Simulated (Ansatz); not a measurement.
The relaxed structure here is a generated cell of Pd: the first start was made by placing the elements on the sites of a structure type, and the end was not matched to a known phase here, so it may be hypothetical. Known forms of Pd include space group No. 225.

A relaxed cell of Pd (Pm-3m (No. 221)), relaxed on a k-mesh at least as fine as the one used below. Computed with PBEsol (plane waves to 420 eV, PAW, scalar-relativistic; Ansatz, a first-principles code). Γ-centred k-mesh 13×13×13 on the run's cell (coarser than for final values), Fermi–Dirac smearing 0.05 eV.

```xyz
2
Lattice="5.1311 0.0000 0.0000 2.5655 2.5655 0.0000 0.0000 0.0000 2.5655" Properties=species:S:1:pos:R:3 pbc="T T T"
Pd     0.0000     0.0000     0.0000
Pd     2.5655     0.0000     0.0000
```

The atoms are displaced along an unstable phonon of this cell by (Å):

```csv
atom,ux,uy,uz
Pd1,0.000,0.000,0.150
Pd2,0.000,0.000,-0.150
```

Q: What forces (eV/Å) and pressure result?

A: 
```
atom    Fx    Fy     Fz
----  ----  ----  -----
Pd1   0.00  0.00   0.52
Pd2   0.00  0.00  -0.52
```

Pressure -1.5 GPa.

Q: Estimate the energy cost of the displacement in the harmonic approximation and compare with the calculation.

A: For a harmonic well ΔE = −½ Σ F·u = -0.078 eV a cell, or -39 meV/atom. The calculated energy relative to the undisplaced cell is -0.04 eV/atom, so the harmonic estimate holds well.

The undisplaced cell is probably no minimum: from this displacement the run went on to I4/mmm (No. 139), 0.55 eV/atom below it.

No spin polarisation in the result.
